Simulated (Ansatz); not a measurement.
NiS2:
```
CELL_PARAMETERS angstrom
      4.08595     0.00000     0.00000
      0.00000     5.22152     0.00000
     -2.06466     0.00000     4.90338
ATOMIC_POSITIONS crystal
  Ni 0.00000 0.00000 0.00000
  Ni 0.00000 0.50000 0.50000
  S  0.84989 0.88303 0.33254
  S  0.15011 0.38303 0.16746
  S  0.84989 0.61697 0.83254
  S  0.15011 0.11697 0.66746
```

Relaxed with r²SCAN. Special points in fractions of this cell's reciprocal vectors: Γ (0.000, 0.000, 0.000); Z (0.000, 0.500, 0.000); D (0.000, 0.500, 0.500); B (0.000, 0.000, 0.500); A (-0.500, 0.000, 0.500); E (-0.500, 0.500, 0.500); C2 (-0.500, 0.500, 0.000); Y2 (-0.500, 0.000, 0.000).

Task: List the band energies nearest the valence-band maximum at these points for r²SCAN (plane waves, PAW; program Ansatz).

Result: In eV from the valence-band maximum; about four levels below and three above (degenerate sets whole), none deeper than 8.9 eV; points with the same levels are listed once.

```
k                     below                above
--  -----------------------  -------------------
Γ    -1.66 -1.47 -0.71 0.00       0.97 1.97 2.60
Z   -1.55 -1.55 -0.55 -0.55  0.81 0.81 2.55 2.55
D   -1.64 -1.64 -1.20 -1.20  0.41 0.41 2.95 2.95
B   -1.15 -1.15 -0.86 -0.86  1.33 1.33 1.80 1.80
A   -1.27 -1.27 -1.05 -1.05  0.63 0.63 1.93 1.93
E   -1.58 -1.58 -1.16 -1.16  0.46 0.46 2.91 2.91
C2  -1.33 -1.33 -0.47 -0.47  1.10 1.10 1.84 1.84
Y2  -1.31 -1.13 -0.80 -0.67       0.88 1.79 2.30
```

Space group P2_1/c. The first step of the workflow began from a Materials Project structure, measured or hypothetical; the Crystallography Open Database copy checked does not list it. COD files the formula under space group No. 205, so this cell is another polymorph or a model. Its standing as an ambient phase is unchecked. The r²SCAN relaxation kept the symmetry of its start; its stability against distortions is not shown here. The run is not spin-polarised. A crystal of weakly bound layers computed without a dispersion correction: the cell and the soft elastic constants depend strongly on that.

Potentials: the earlier of the program's two PAW sets.
